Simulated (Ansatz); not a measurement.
V$_{3}$O$_{5}$ in space group C2/c (No. 15; Pearson symbol mS32), r²SCAN (plane waves, PAW; program Ansatz), all energies at zero smearing, with the estimated change up to a 700 eV cutoff added, with one set of potentials and settings (totals compare only within such a set). Cell of 16 atoms (6 V, 10 O): -23205.038 eV.

```json
[
 {"element": "V", "reference phase": "Im-3m, 1 atoms in the cell", "E (eV/atom)": "-2917.0669"},
 {"element": "O", "reference phase": "C2/m, 4 atoms in the cell, spin-polarised", "E (eV/atom)": "-566.0281"}
]
```

Formation energy per atom, worked out: (-23205.038 − 6×(-2917.0669) − 10×(-566.0281))/16 = -2.647 eV/atom (-255 kJ per mol of atoms), at 0 K, without zero-point energy or fitted corrections.

The first step of the workflow began from a Materials Project structure, measured or hypothetical; the Crystallography Open Database files this formula in space group No. 15, but the cells were not matched. Its standing as an ambient phase is unchecked. The r²SCAN relaxation kept the symmetry of its start; whether a distortion lowers the energy is not shown. Magnetic state: ferromagnetic, chosen from 3 collinear starts compared on coarse meshes (ties went to the first, and starts can fall back to one state), not a proven ground state. Other orbital occupations within this spin state were not tried. No Hubbard U is applied. The references are the lowest solids computed at this level, not always the standard phases (solids in place of the gases).

Potentials: the later of the program's two PAW sets.
